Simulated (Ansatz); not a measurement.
## AgS in Ansatz, single run

The input file (Ansatz 0.2.0, plane waves):

```yaml
crystal:
  lattice:
    - [-3.618869, 3.618869, 3.160584]
    - [3.618869, -3.618869, 3.160584]
    - [3.618869, 3.618869, -3.160584]
  atoms:
    - { symbol: Ag, position: [0.75, 0.25, 0.5] }
    - { symbol: Ag, position: [0.25, 0.75, 0.5] }
    - { symbol: Ag, position: [0.25, 0.25, 0.0] }
    - { symbol: Ag, position: [0.75, 0.75, 0.0] }
    - { symbol: S, position: [0.679, 0.179, 0.858] }
    - { symbol: S, position: [0.179, 0.321, 0.5] }
    - { symbol: S, position: [0.321, 0.821, 0.142] }
    - { symbol: S, position: [0.821, 0.679, 0.5] }
  symmetry: { tolerance: 0.0003 }
kpoints:
  mp_grid: { grid: [4, 4, 4], shift: [0, 0, 0] }
magnetization:
  spin_polarized: false
scf:
  occupations: { method: cold, width: 0.0413 }
hamiltonian:
  pseudopotentials: { kind: paw }
  xc: r2scan
  hubbard: { sites: [{ species: Ag, l: d, u_eff: 1.0 }], double_counting: fll }
basis:
  ecutwfc: 500
output:
  forces: true
  stress: true
  eigenvalues: true
```

Launch command:

```bash
ansatz run input.yaml --threads 1 --pin off --max-ram 2560MiB --backend cpu --events-out ev --progress --plain --runs-dir out
```

Origin of the cell: a known structure type with other elements, at an estimated volume, so it need not be a known compound.

Output (shortened):

```
Ag: projections on atomic orbitals take those of the free atom [Ar 3d10] 4s2 4p6 4d10 5s1, of charge +0.00 (hamiltonian.pseudopotentials.projection_atoms); the dataset's partial waves leave a […]
S: projections on atomic orbitals take those of the free atom [Ne] 3s2 3p4, of charge +0.00 (hamiltonian.pseudopotentials.projection_atoms); the dataset's partial waves leave at most 1.6e-7 o […]
Pseudopotentials: kind: paw
Pseudopotential: Ag, paw, valence charge 19, recommended cutoff 500 eV (meta_gga), Ag.paw.azcp
Pseudopotential: S, paw, valence charge 6, recommended cutoff 500 eV (meta_gga), S.paw.azcp
Functional definition: r2SCAN
  exchange = r2scan_x(k0 = k0, k1 = k1, a1 = a1)
  correlation = r2scan_c
Crystal: 8 atoms, lattice volume = 165.567 Å³
Basis set: ecut = 500 eV, 4191 PW (Γ), exchange–correlation on 180×180×180 points (64 copies of the dense FFT grid, shifted against one another)
Bands: 60, of which v1, the nominal top of the filled ones, is band 50 counted from 1 (49 counted from 0)
[… 10 lines left out …]
Initial density: superposition of atomic densities (chi_scale 0.1, normalization cell, long waves of neutral atoms under a Hubbard term (reshape's long-wave potential 0.01 eV rms, cloud 2.50 Å wide))
Functional: x = r2scan, c = r2scan; τ floored in thin density (d = 2e-4 eV/Å³)
SCF iter   1: F=—  HF=-34035.242262 eV  Δρ=2.93e-2  dr2=1.36e0  dr2_τ=4.32e-2
SCF iter   2: F=—  HF=-34035.161848 eV  S|Δr|=    0.00e0  Δρ=1.23e-2  dr2=1.29e-1  dr2_τ=2.33e-2
SCF iter   3: F=—  HF=-34035.181700 eV  S|Δr|=    0.00e0  Δρ=7.09e-3  dr2=5.20e-2  dr2_τ=3.02e-3  defer=55
SCF iter   4: F=—  HF=-34035.194680 eV  S|Δr|=    0.00e0  Δρ=1.73e-3  dr2=4.98e-3  dr2_τ=3.29e-4  defer=55
SCF iter   5: F=—  HF=-34035.194774 eV  S|Δr|=    0.00e0  Δρ=4.75e-4  dr2=5.28e-4  dr2_τ=2.40e-5  defer=55
SCF iter   6: F=—  HF=-34035.194966 eV  S|Δr|=    0.00e0  Δρ=2.00e-4  dr2=4.87e-5  dr2_τ=2.00e-6  defer=55
SCF iter   7: F=—  HF=-34035.194943 eV  S|Δr|=    0.00e0  Δρ=6.23e-5  dr2=7.81e-6  dr2_τ=2.55e-7  defer=55
SCF iter   8: F=—  HF=-34035.194943 eV  S|Δr|=    0.00e0  Δρ=2.03e-5  dr2=9.17e-7  dr2_τ=2.24e-8  defer=55
SCF iter   9: F=-34035.194943 eV  HF=-34035.194943 eV  S|Δr|=    0.00e0  Δρ=2.63e-6  dr2=1.33e-8  dr2_τ=6.36e-10
SCF 1 converged in 9 iterations: F = -34035.194943 eV  dr2 = 1.33e-8
SCF converged after 9 iterations
Stability not checked: this state was not tested for a lower state beside it, because cold or Methfessel-Paxton smearing, or corrected tetrahedra, fill the levels in a way that the test cannot read (fill_not_monotonic; […]
Free energy (F): -34035.194943 eV
Harris-Foulkes:  -34035.194943 eV  (|F-HF|=8.95e-10)
Internal energy: -34035.196967 eV  (E = F + TS)
E sigma→0 (E₀):  -34035.195618 eV
Entropy (-TS):   0.002024 eV (0.253 meV/atom)
Fermi energy:    8.652286 eV
--- Per-component energies (eV) ---
  E_band       = -1534.732211
  E_kinetic    = 2525.605210
  E_local      = -12845.815223  (includes V_loc(G=0)·N_el)
  E_nonlocal   = 447.029075
  E_hartree    = 5706.706548
  E_xc         = -1069.826655
  E_vxc        = -1414.302055  (∫ρ·V_xc dr)
  E_hubbard    = 0.423997  (on-site DFT+U / exact-exchange correction)
  E_vhub       = -18.706541  (the Hubbard potential's part of the band-sum identity)
  E_paw        = -18131.341247  (= ΣΔE_a)
  E_vpaw       = -1734.850219  (= ΣTr[D̂ρ^β])
  E_aug_tail   = 0.000248  (compensation charges beyond the density's cutoff)
  E_vtau       = 92.902214  (kinetic-family band-sum trace: ∫τ·v_τ [+ j·A + Jᵃ·Aᵃ] dr)
  E_ewald      = -10665.502611
  E_core_change = -2.476310  (= ΣΔE_core)
  E_smearing   = 0.002024  (= −TS)
  Σ components = -34035.194943   (vs F -34035.194943, Δ=0.00e0)
--- Forces (eV/Å), atoms counted from 1 ---
  atom   1  Ag     0.000000     0.000000    -0.000000
  atom   2  Ag    -0.000000     0.000000     0.000000
  atom   3  Ag     0.000000     0.000000     0.000000
  atom   4  Ag    -0.000000     0.000000    -0.000000
  atom   5  S      0.381464     0.381464     0.000000
  atom   6  S     -0.381464     0.381464    -0.000000
  atom   7  S     -0.381464    -0.381464     0.000000
  atom   8  S      0.381464    -0.381464     0.000000
  max |Σ_I F_I| component: 1.11e-16 eV/Å
--- Stress (GPa, compression-positive) ---
       -2.315935       0.000000       0.000000
        0.000000      -2.315935      -0.000000
        0.000000      -0.000000       0.268273
  P = ⅓ Tr σ = -1.4545 GPa (-14.545 kbar)
Occupation matrices written to <dir>
```

Caveats: the k mesh is coarse if the cell is a metal.

Time: 17 s on 1 thread of Arm Neoverse V2, with other jobs on the host, peak memory 0.93 GiB, from the program's own first density.
